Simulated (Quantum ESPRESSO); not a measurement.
# Computed records: Si3BC3N (made-up cell)

Computed with Quantum ESPRESSO 7.5. Calculation on a made-up crystal cell, not a measurement: periodic Kohn-Sham density functional theory in plane waves with PseudoDojo standard norm-conserving scalar-relativistic pseudopotentials, each functional with its own files (v0.5 for PBE, v0.4.1 for LDA and PBEsol), no spin polarisation, no spin-orbit coupling, atoms not relaxed, stress positive in tension, energies less a fixed whole-eV offset for each atom's element; levels are Kohn-Sham levels at fractions of this cell's reciprocal vectors, counted from the reference band (half the neutral cell's valence electrons, rounded up) at Gamma; error bars cover cutoff and k-mesh only, not smearing or the files; added strain carries the atoms with the cell, and shear is the tensor component; each bar is the largest change over components, and at least 0.002 eV, 0.002 eV per angstrom or 0.02 GPa; energies are for the whole cell, and the offsets were chosen from early runs and are not element reference energies.

Common to all runs: lattice type zincblende/diamond; functional pbe; cutoff 1143 eV; fermi dirac smearing 0.025 eV; scf tolerance 1e-07 eV; electrons removed 0; k mesh 4 x 4 x 4, shifted by half a step.

(1) Si3BC3N (made-up cell)

```
cell vectors (Å)
   4.4354    -0.0190     0.0536
  -0.0190     4.3256     0.0028
   0.0536     0.0028     4.4376
atoms (fractions of the cell vectors)
B  -0.00504 -0.02848  0.00010
Si  0.02473  0.49706  0.49740
Si  0.50732 -0.02514  0.52334
Si  0.49216  0.50237 -0.00356
C   0.25597  0.23915  0.24115
C   0.23292  0.76295  0.71615
C   0.75311  0.25738  0.74559
N   0.75283  0.73191  0.24063
```

The calculation gives: free energy less offsets -3.335 eV; smearing term minus ts 0 eV; scf iterations 12; pressure -18.76 GPa; stress xx 18.79 GPa; stress yy 15.7 GPa; stress zz 21.8 GPa; stress yz 0.6772 GPa; stress xz 5.17 GPa; stress xy -6.046 GPa; reference band 16; error bar energy 0.004599 eV; error bar stress 0.03287 GPa; error bar force 0.002882 eV/Å; error bar next band up 0.002 eV; error bars from tighter rerun of a related cell.

Atoms:
```
atoms element  atom site  atom energy offset (eV)
            B          1                      -79
           Si          2                     -115
           Si          3                     -115
           Si          4                     -115
            C          5                     -163
            C          6                     -163
            C          7                     -163
            N          8                     -283
```

Forces:
```
site  x (eV/Å)  y (eV/Å)  z (eV/Å)
   1    0.4639     1.936   -0.5896
   2    -2.121    -2.317    -1.231
   3     1.464     3.982    -3.186
   4    0.3632    -1.162   -0.7451
   5   -0.7041    -1.258   -0.1576
   6   -0.6691   -0.8433     5.214
   7    0.5269    -1.575    0.9191
   8    0.6765     1.237   -0.2238
```

Levels:
```
level k point  next band up (eV)
        Gamma             0.6861
(1/2,1/2,1/2)              2.417
   (0.15,0,0)              1.162
   (0,0.15,0)              1.076
   (0,0,0.15)              1.199
```

(2) Si3BC3N (made-up cell)

```
cell vectors (Å)
   4.4354    -0.0190     0.0536
  -0.0190     4.3256     0.0028
   0.0536     0.0028     4.4376
atoms (fractions of the cell vectors)
B  -0.00504 -0.02848  0.00010
Si  0.02473  0.49706  0.49740
Si  0.50732 -0.02514  0.52334
Si  0.49216  0.50237 -0.00356
C   0.25597  0.23915  0.24115
C   0.23297  0.77356  0.71614
C   0.75311  0.25738  0.74559
N   0.75283  0.73191  0.24063
```

It finds free energy less offsets -3.27 eV; smearing term minus ts 0 eV; scf iterations 12; pressure -18.68 GPa; stress xx 18.22 GPa; stress yy 16 GPa; stress zz 21.82 GPa; stress yz 1.589 GPa; stress xz 6.037 GPa; stress xy -6.11 GPa; reference band 16; error bar energy 0.004599 eV; error bar stress 0.03287 GPa; error bar force 0.002882 eV/Å; error bar next band up 0.002 eV; error bars from tighter rerun of a related cell.

Atoms:
```
atoms element  atom site  atom energy offset (eV)
            B          1                      -79
           Si          2                     -115
           Si          3                     -115
           Si          4                     -115
            C          5                     -163
            C          6                     -163
            C          7                     -163
            N          8                     -283
```

Forces:
```
site  x (eV/Å)  y (eV/Å)  z (eV/Å)
   1    0.5003     2.045   -0.6098
   2    -1.846    -1.896   -0.9511
   3     1.942     4.336    -3.482
   4      0.38    -1.048   -0.7446
   5   -0.6939    -1.158   -0.1773
   6    -1.492    -1.998     5.271
   7     0.536    -1.482    0.9078
   8    0.6743       1.2   -0.2139
```

Levels:
```
level k point  next band up (eV)
        Gamma             0.5949
(1/2,1/2,1/2)              2.365
   (0.15,0,0)              1.086
   (0,0.15,0)             0.9974
   (0,0,0.15)              1.124
```

(3) Si3BC3N (made-up cell)

```
cell vectors (Å)
   4.4354    -0.0190     0.0536
  -0.0190     4.3256     0.0028
   0.0536     0.0028     4.4376
atoms (fractions of the cell vectors)
B  -0.00504 -0.02848  0.00010
Si  0.02473  0.49706  0.49740
Si  0.50732 -0.02514  0.52334
Si  0.49216  0.50237 -0.00356
C   0.25597  0.23915  0.24115
C   0.23300  0.78142  0.71614
C   0.75311  0.25738  0.74559
N   0.75283  0.73191  0.24063
```

The calculation gives: free energy less offsets -3.188 eV; smearing term minus ts 0 eV; scf iterations 12; pressure -18.53 GPa; stress xx 17.62 GPa; stress yy 16.27 GPa; stress zz 21.68 GPa; stress yz 2.217 GPa; stress xz 6.67 GPa; stress xy -6.176 GPa; reference band 16; error bar energy 0.004599 eV; error bar stress 0.03287 GPa; error bar force 0.002882 eV/Å; error bar next band up 0.002 eV; error bars from tighter rerun of a related cell.

Atoms:
```
atoms element  atom site  atom energy offset (eV)
            B          1                      -79
           Si          2                     -115
           Si          3                     -115
           Si          4                     -115
            C          5                     -163
            C          6                     -163
            C          7                     -163
            N          8                     -283
```

Forces:
```
site  x (eV/Å)  y (eV/Å)  z (eV/Å)
   1    0.5226     2.129   -0.6183
   2    -1.674    -1.608   -0.7775
   3     2.328     4.594    -3.722
   4    0.3989   -0.9691   -0.7386
   5    -0.687    -1.085   -0.1945
   6    -2.105     -2.82     5.358
   7    0.5432    -1.413    0.8996
   8    0.6734     1.172   -0.2068
```

Levels:
```
level k point  next band up (eV)
        Gamma             0.5472
(1/2,1/2,1/2)               2.33
   (0.15,0,0)              1.039
   (0,0.15,0)             0.9486
   (0,0,0.15)              1.078
```

(4) Si3BC3N (made-up cell)

```
cell vectors (Å)
   4.4354    -0.0190     0.0536
  -0.0190     4.3256     0.0028
   0.0536     0.0028     4.4376
atoms (fractions of the cell vectors)
B  -0.00504 -0.02848  0.00010
Si  0.02473  0.49706  0.49740
Si  0.50732 -0.02514  0.52334
Si  0.49216  0.50237 -0.00356
C   0.25597  0.23915  0.24115
C   0.23303  0.78695  0.71613
C   0.75311  0.25738  0.74559
N   0.75283  0.73191  0.24063
```

Results for Si3BC3N (made-up cell): free energy less offsets -3.114 eV; smearing term minus ts 0 eV; scf iterations 12; pressure -18.37 GPa; stress xx 17.11 GPa; stress yy 16.49 GPa; stress zz 21.5 GPa; stress yz 2.632 GPa; stress xz 7.114 GPa; stress xy -6.23 GPa; reference band 16; error bar energy 0.004599 eV; error bar stress 0.03287 GPa; error bar force 0.002882 eV/Å; error bar next band up 0.002 eV; error bars from tighter rerun of a related cell.

Atoms:
```
atoms element  atom site  atom energy offset (eV)
            B          1                      -79
           Si          2                     -115
           Si          3                     -115
           Si          4                     -115
            C          5                     -163
            C          6                     -163
            C          7                     -163
            N          8                     -283
```

Forces:
```
site  x (eV/Å)  y (eV/Å)  z (eV/Å)
   1    0.5359     2.189   -0.6211
   2    -1.568    -1.417   -0.6714
   3     2.616     4.771      -3.9
   4    0.4154   -0.9173   -0.7319
   5   -0.6825    -1.035   -0.2079
   6    -2.539    -3.379     5.441
   7    0.5486    -1.365    0.8939
   8    0.6732     1.153   -0.2021
```

Levels:
```
level k point  next band up (eV)
        Gamma             0.5269
(1/2,1/2,1/2)              2.308
   (0.15,0,0)              1.012
   (0,0.15,0)             0.9207
   (0,0,0.15)              1.053
```
